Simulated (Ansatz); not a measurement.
Convergence test, ZrHg

Level of theory: Ansatz, DFT PBEsol, scalar-relativistic, plane waves, PAW.

```
Zr Hg
1.0
     3.12142   -0.01203    0.00655
    -0.01203    3.18013   -0.00230
     0.00868   -0.00305    4.26927
Zr Hg
1 1
Direct
  0.48013 0.48529 0.49479
  0.98567 0.98952 0.99817
```

```json
{
  "plane-wave cutoff": "420 eV",
  "occupation rule": "Gaussian smearing, 0.1 eV",
  "spin treatment": "unpolarised"
}
```

The atoms stay fixed while the k-point mesh is varied. ΔE is the energy extrapolated to zero smearing, less that of the reference run (10×10×8). The cell was strained and its atoms displaced at random, so that forces don't vanish. The meshes are Γ-centred. Spin–orbit coupling is left out. Pressure is positive in compression.

Task: One run gave ΔE = 6.42 meV/atom and P = -3.32 GPa. Which k-point mesh did it use, of 1×1×1, 2×2×2, 4×4×2, 4×4×4, 6×6×4, 6×6×6?

Result: 6×6×6. All runs:

```csv
mesh,ΔE (meV/atom),P (GPa),largest change of a force component (eV/Å),irreducible points
1×1×1,-1109,-6.31,0.497,1
2×2×2,-189,-7.27,0.050,8
4×4×2,82.6,-2.85,0.010,20
4×4×4,-11.3,-3.78,0.017,36
6×6×4,13.2,-3.24,0.007,76
6×6×6,6.42,-3.32,0.003,112
10×10×8,0.00,-3.59,0.000,404
```